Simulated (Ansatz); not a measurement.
V$_{2}$O$_{5}$:
```
V2O5
1.0
    5.50708     1.43305     0.00000
   -5.50708     1.43305     0.00000
   -0.39869     0.00000     5.23142
V O
2 5
Cartesian
 -4.07772   1.43305   1.89827
  3.67904   1.43305   3.33315
 -0.19934   0.00000   2.61571
  1.23254   1.43305   0.86183
 -1.63122   1.43305   4.36959
 -2.25142   1.43305   1.93481
  1.85273   1.43305   3.29661
```

Relaxed with r²SCAN+D4.

### Question
Map the electron localisation function on the plane through (0.143, 0.857, 0.363) spanned by u = [1, 1, 0] and v = [1, -1, 0] in lattice vectors, from r²SCAN+D4 (plane waves, PAW; program Ansatz).

### Answer
x is the fraction of u, y of v (the angle between them is 90°; rows are the nearest grid lines); atoms in the plane: V at (0.00, 0.00), V at (0.50, 0.50), O at (0.00, 0.17), O at (0.50, 0.67).
```
|#%@%=..:-:..=%@%#|
|%%*-. .---. .-*%%|
|::.   ..:..   .::|
|@@%#+:     :+#%@@|
|@@%#+:     :+#%@@|
|=-:    ...    :-=|
|    .-+###+-.    |
|  -#@@@@@@@@@#-  |
| .-#@@%*=*%@@#-. |
|   :=*#%%%#*=:   |
|     ..:-:..     |
|:.. -#@@%@@#- ..:|
|=-..-#@@@@@#-..-=|
|:..   .:::.   ..:|
|   .:-=====-:.   |
|   -*%@@@@@%*-   |
|    :=*#%#*=:    |
|##+-.       .-+##|
|@@@%*-.   .-*%@@@|
|=+%@@%=. .=%@@%+=|
|@@@@%+:   :+%@@@@|
|-:..         ..:-|
|%#*-.  ...  .-*#%|
|#%@%=..:-:..=%@%#|
```
Scale: ten equal steps from 0.011 (start of ' ') to 0.833 (end of '@'), in the order ' .:-=+*#%@'; x runs from 0.000 to 1.00, y from 0.000 (bottom) to 1.00 (top).

The density is the valence pseudo-density with augmentation charge, so density and ELF within about 1 Å of a nucleus are not all-electron values.

Space group C2/m. The workflow started from a Materials Project entry (that database holds measured and hypothetical structures alike); the Crystallography Open Database copy checked does not list it. COD files the formula under space group No. 31, 59, so this cell is another polymorph or a model. Its standing as an ambient phase is unchecked. The r²SCAN+D4 relaxation kept the symmetry of its start; its stability against distortions is not shown here. The run is not spin-polarised. No Hubbard U is applied.

Potentials: the later of the program's two PAW sets.
